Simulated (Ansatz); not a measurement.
BaS:
```yaml
crystal:
  lattice:
    - [0.00000, 3.21259, 3.21259]
    - [3.21259, 0.00000, 3.21259]
    - [3.21259, 3.21259, 0.00000]
  atoms:
    - { symbol: Ba, position: [0.00000, 0.00000, 0.00000] }
    - { symbol: S, position: [0.50000, 0.50000, 0.50000] }
```

The program Ansatz at the r²SCAN level (PAW) gives a gap of 2.58 eV without spin–orbit coupling, maximum at Γ, minimum at X.

### Question
What happens when spin–orbit coupling is switched on?

### Answer
The gap drops by 0.04 eV, to 2.54 eV; maximum at Γ, minimum at X.

### Question
How large is the spin–orbit splitting of the valence top at Γ?

### Answer
The fourfold level lies 0.13 eV above the split-off pair.

### Question
Give the electron effective mass with spin–orbit coupling.

### Answer
0.34, 0.34, 1.2 mₑ (principal values).

### Question
Give the hole effective mass with spin–orbit coupling, band 1 of 2 at the edge.

### Answer
3.0 along [100], 1.1 along [110], 0.81 along [111] (mₑ).

### Question
Give the hole effective mass with spin–orbit coupling, band 2 of 2 at the edge.

### Answer
0.34 along [100], 0.41 along [110], 0.48 along [111] (mₑ).

Space group Fm-3m (rock salt). The r²SCAN relaxation kept the symmetry of its start; phonons on a q-mesh show no instability.

Potentials: the later of the program's two PAW sets.
